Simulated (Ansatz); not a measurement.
Input for Ansatz (plane-wave DFT), CuBr2N2:

```yaml
crystal:
  lattice:
    - [3.837195, -3.887289, 0.0]
    - [3.837195, 3.887289, 0.0]
    - [-0.738083, 0.0, 3.96251]
  atoms:
    - { symbol: Cu, position: [0.0, 0.0, 0.0] }
    - { symbol: Br, position: [0.752728, 0.752728, 0.577726], spin: 0.19 }
    - { symbol: Br, position: [0.247272, 0.247272, 0.422274], spin: 0.19 }
    - { symbol: "N", position: [0.241087, 0.758913, 0.0], spin: 1.73 }
    - { symbol: "N", position: [0.758913, 0.241087, 0.0], spin: 1.73 }
basis:
  ecutwfc: 420
kpoints:
  mp_grid: { grid: [2, 1, 5] }
hamiltonian:
  xc: pw92
  dispersion: d3bj
scf:
  occupations: { method: gaussian, width: 0.1 }
  lower_state_search: "off"
  max_iter: 40
output:
  forces: true
  stress: true
  eigenvalues: true
  populations: true
magnetization:
  spin_polarized: true
```

Command:

```bash
ansatz run input.yaml --threads 1 --pin off --max-ram 1331MiB --backend cpu --events-out ev --progress --plain --runs-dir out
```

Output, shortened (HF is the Harris–Foulkes energy, dr2 the density residual in eV):

```text
Warning: crystal.symmetry: narrowed to the stabiliser of the k-point mesh — unitary ops 4 → 2; excluded 2 operations that carry a point of the 2×1×5 mesh (shift [0, 0, 0]) off the mesh (the run samples exactly the mesh kpoints.mp_grid names, as under crystal.symmetry.detect: false, and its converged state has the mesh's symmetry, not the crystal's …
Warning: the engine holds no damping parameters fitted to this dispersion correction and functional, so the run takes those fitted to pbe (hamiltonian.dispersion, under Limitations)
Pseudopotential: Cu, paw, valence charge 19, recommended cutoff 420 eV (normal)
Pseudopotential: Br, paw, valence charge 7, recommended cutoff 420 eV (normal)
Pseudopotential: N, paw, valence charge 5, recommended cutoff 420 eV (normal)
Crystal: 5 atoms, lattice volume = 118.212 Å³
Basis set: ecut = 420 eV, 2295 PW (Γ)
Bands: 29, of which v1, the nominal top of the filled ones, is band 22 counted from 1 (21 counted from 0)
Symmetry: 2 space group operations
k-points: 6 of 10
PAW frozen core: Cu, regenerated for the run's functional, and the local potential with it (the file was generated under x = pbe(κ = 0.804, μ = 0.2195), c = pbe(β = 0.0667))
PAW frozen core: Br, regenerated for the run's functional, and the local potential with it (the file was generated under x = pbe(κ = 0.804, μ = 0.2195), c = pbe(β = 0.0667))
PAW frozen core: N, regenerated for the run's functional, and the local potential with it (the file was generated under x = pbe(κ = 0.804, μ = 0.2195), c = pbe(β = 0.0667))
Initial density: superposition of atomic densities
Starting moments: Σ|m| = 3.84 μB on 4 of 5 sites
SCF iter   1: HF=-12682.581569 eV  Δρ=4.40e-2 (↑3.29e-2 ↓4.40e-2) dr2=3.24e0  dr2_m=3.77e-1  M=4.468 μB ∫|m|=4.487 μB
spin=Collinear: Kerker preconditioning applied to the charge; magnetization (m = ρ↑ − ρ↓) channel mixes plain (no charge-response kernel on spin).
SCF iter   2: HF=-12682.455143 eV  Δρ=1.45e-2 (↑1.18e-2 ↓1.45e-2) dr2=7.68e-1  dr2_m=7.12e-2  M=4.740 μB ∫|m|=4.755 μB
SCF iter   3: HF=-12682.407668 eV  Δρ=1.45e-2 (↑1.45e-2 ↓1.30e-2) dr2=3.89e-1  dr2_m=5.50e-2  M=4.854 μB ∫|m|=4.873 μB
SCF iter   4: HF=-12682.383019 eV  Δρ=6.37e-3 (↑4.81e-3 ↓6.37e-3) dr2=9.50e-2  dr2_m=1.90e-2  M=4.986 μB ∫|m|=5.008 μB
   ...
SCF iter  14: HF=-12682.421347 eV  Δρ=2.00e-5 (↑1.16e-5 ↓2.00e-5) dr2=1.32e-6  dr2_m=7.13e-8  M=4.998 μB ∫|m|=5.027 μB
SCF iter  15: HF=-12682.421347 eV  Δρ=9.17e-6 (↑6.91e-6 ↓9.17e-6) dr2=3.38e-7  dr2_m=5.37e-9  M=4.998 μB ∫|m|=5.027 μB
SCF iter  16: F=-12682.421347 eV  HF=-12682.421347 eV  Δρ=4.74e-6 (↑3.86e-6 ↓4.74e-6) dr2=8.08e-8  dr2_m=7.38e-10  M=4.998 μB ∫|m|=5.027 μB
SCF 1 converged in 16 iterations: F = -12682.421347 eV  dr2 = 8.08e-8
SCF converged after 16 iterations
Magnetization: 4.9976 μB (23.9988 up, 19.0012 down)
Absolute magnetization: 5.0939 μB (∫|ρ↑−ρ↓|, with the PAW one-centre terms)
Per-site moments (μB) at R_I (Å): [(0.0748, 0.7731), (0.1711, 0.9510), (0.1711, 0.9510), (1.5704, 0.7731), (1.5704, 0.7731)]
Free energy (F): -12682.421347 eV
E sigma→0 (E₀):  -12682.421107 eV
Entropy (-TS):   -0.000482 eV (-0.096 meV/atom)
Fermi energy:    1.758980 eV
--- Forces (eV/Å), atoms counted from 1 ---
  atom   1  Cu     0.00000000     0.00000000     0.00000000
  atom   2  Br     0.23037398    -0.02297152     0.42567323
  atom   3  Br    -0.23037398     0.02297152    -0.42567323
  atom   4  N     -0.08447829     0.47211479     0.17616558
  atom   5  N      0.08447829    -0.47211479    -0.17616558
--- Stress (GPa, compression-positive) ---
       -5.711105       1.020691      -0.577826
        1.020691      -6.404079      -0.004917
       -0.577825      -0.004916      -6.913303
  P = ⅓ Tr σ = -6.3428 GPa (-63.428 kbar)
```

These settings were drawn at random to show what each does; none of the numbers is a converged property of the crystal.